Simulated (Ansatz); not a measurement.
The relaxed structure here is a generated cell of SiW2: the first start was made by placing the elements on the sites of a structure type, and the end was not matched to a known phase here, so it may be hypothetical.

Relaxation of a generated trial cell of SiW2 in the AFLOW prototype AB2_cF48_227_c_e (as in Ti2C); 12 atoms in the cell, which starts as Fd-3m, origin choice 1 (No. 227), cF48; a = b = c = 9.1329 Å, α = β = γ = 90.00°. Method: r2SCAN (plane waves to 500 eV, PAW, scalar-relativistic; Ansatz, a quantum-chemistry and plane-wave program). Γ-centred k-mesh 4×4×4 on the run's cell (coarser than for final values), Fermi–Dirac smearing 0.05 eV. This is the first round of the run. 

The optimiser's lines from the output (shortened; P is positive under compression):

```
relax step   1: F+E_penalty+E_count = -85717.69044197 eV  Δ(F+E_penalty+E_count) = +0.000e0 eV  max|allowed force component| = 3.047e0 eV/Å  Δτ_max = 0.0000 Å  P = +26.852 GPa  Ω = 190.445 Å³  (7 SCF iters, dr2 threshold 1.00e-7 eV, accepted)
relax step   2: F+E_penalty+E_count = -85723.85203166 eV  Δ(F+E_penalty+E_count) = -6.162e0 eV  max|allowed force component| = 1.583e0 eV/Å  Δτ_max = 0.1944 Å  P = +5.051 GPa  Ω = 190.727 Å³  (8 SCF iters, dr2 threshold 1.20e-6 eV, accepted)
relax step   3: F+E_penalty+E_count = -85726.08904717 eV  Δ(F+E_penalty+E_count) = -2.237e0 eV  max|allowed force component| = 3.391e-2 eV/Å  Δτ_max = 0.1948 Å  P = +18.738 GPa  Ω = 177.311 Å³  (7 SCF iters, dr2 threshold 1.20e-6 eV, accepted)
relax step   4: F+E_penalty+E_count = -85726.65489884 eV  Δ(F+E_penalty+E_count) = -5.659e-1 eV  max|allowed force component| = 5.529e-1 eV/Å  Δτ_max = 0.0255 Å  P = +2.245 GPa  Ω = 188.171 Å³  (6 SCF iters, dr2 threshold 1.20e-6 eV, accepted)
relax step   5: F+E_penalty+E_count = -85726.78362768 eV  Δ(F+E_penalty+E_count) = -1.287e-1 eV  max|allowed force component| = 2.538e-1 eV/Å  Δτ_max = 0.0544 Å  P = -0.823 GPa  Ω = 191.861 Å³  (6 SCF iters, dr2 threshold 1.20e-6 eV, accepted)
relax step   6: F+E_penalty+E_count = -85726.81617216 eV  Δ(F+E_penalty+E_count) = -3.254e-2 eV  max|allowed force component| = 1.155e-2 eV/Å  Δτ_max = 0.0171 Å  P = -0.221 GPa  Ω = 190.798 Å³  (5 SCF iters, dr2 threshold 1.20e-6 eV, accepted)
relax step   7: F+E_penalty+E_count = -85726.81639868 eV  Δ(F+E_penalty+E_count) = -2.265e-4 eV  max|allowed force component| = 2.684e-4 eV/Å  Δτ_max = 0.0006 Å  P = -0.016 GPa  Ω = 190.642 Å³  (4 SCF iters, dr2 threshold 1.23e-7 eV, accepted)
relax step   8: F+E_penalty+E_count = -85726.81639869 eV  Δ(F+E_penalty+E_count) = -4.409e-9 eV  max|allowed force component| = 2.615e-4 eV/Å  Δτ_max = 0.0000 Å  P = -0.016 GPa  Ω = 190.642 Å³  stress off target by 1.61e-2 GPa  SCF on the basis re-selected at this cell (its energy is not comparable with the rows above)  (5 SCF iters)
```

From the first to the last row the energy changes by -0.76 eV/atom and the volume by +0.1 %. The last row is marked as not comparable with the walk above it, whose basis was carried along; it does compare with step 1, since both stand on a basis selected at the nominal cutoff for their own cell.

Later rounds, restarted from the end of this one on a renewed k-mesh, logged 4 more steps and released under 0.01 eV/atom more. The final structure after all rounds: Fd-3m, origin choice 1 (No. 227), cF48, AFLOW prototype AB2_cF48_227_c_e (as in Ti2C); a = 9.135 Å, b = 9.135 Å, c = 9.135 Å, α = 90.00°, β = 90.00°, γ = 90.00°. Between re-selections the logged energies stand on a plane-wave basis carried along with the cell. No spin polarisation in the result.

The run could not lose the symmetry of its start: the end is stationary, and may be a saddle point rather than a minimum.
